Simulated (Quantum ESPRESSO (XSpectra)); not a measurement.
## The core hole at the S K edge of PbSO3 (P2₁/m)

```
PbO3S
1.0
    4.56564     0.00000     0.00000
    0.00000     5.40746     0.00000
   -1.85414     0.00000     6.23824
Pb S O
2 2 6
Cartesian
  0.29680   1.35187   4.48361
  2.41469   4.05560   1.75463
  2.64161   4.05560   5.14187
  0.06988   1.35187   1.09637
  0.29740   0.13502   2.04059
  2.41410   5.27244   4.19765
  2.41410   2.83875   4.19765
  0.29740   2.56871   2.04059
  3.11573   1.35187   0.83256
 -0.40424   4.05560   5.40569
```

Geometry: Materials Project entry mp-21190 (a computed structure). The cell is the entry's, not relaxed again.

Absorber: atom 3, S on Wyckoff site e (site symmetry m), with 1 O at 1.54 Å, 2 O at 1.56 Å.

Model: LDA, no, half or full core hole, dipole K-edge X-ray absorption, plane waves, Troullier-Martins potentials made with ld1.x and PseudoDojo potentials for the other elements (Perdew-Zunger form enforced), scalar-relativistic, no spin, constant broadening; program: Quantum ESPRESSO (XSpectra).

Full-hole run: 30-atom cell (absorber images 7.1 Å apart), 70 Ry, k meshes 2×2×2 (SCF) and 4×3×3 (spectrum), Lorentzian half width 0.7 eV. The ground-state test found a gap, so occupations are fixed and the excited electron is left out (charged cell on a uniform background); energies count from the highest occupied level. Field directions run: x; y; z, weighted by the site's symmetry in the crystal. Intensities are scaled to a mean of 1 over 0–35 eV.

The half-hole run shares these settings; the run without a hole takes the primitive cell with a 5×4×4 mesh.

| core hole | mean 0–10 eV | mean 10–20 eV | mean 20–30 eV | highest value below 30 eV |
|---|---|---|---|---|
| none (primitive cell) | 1.17 | 1.14 | 0.86 | 2.4 |
| half | 1.43 | 1.03 | 0.74 | 2.8 |
| full | 1.61 | 0.97 | 0.62 | 4.6 |

From no hole to a full hole the mean over the first 10 eV goes from 1.17 through 1.43 to 1.61: the hole pulls absorption towards the edge. The cell size was not varied. Each run counts from its own energy zero.
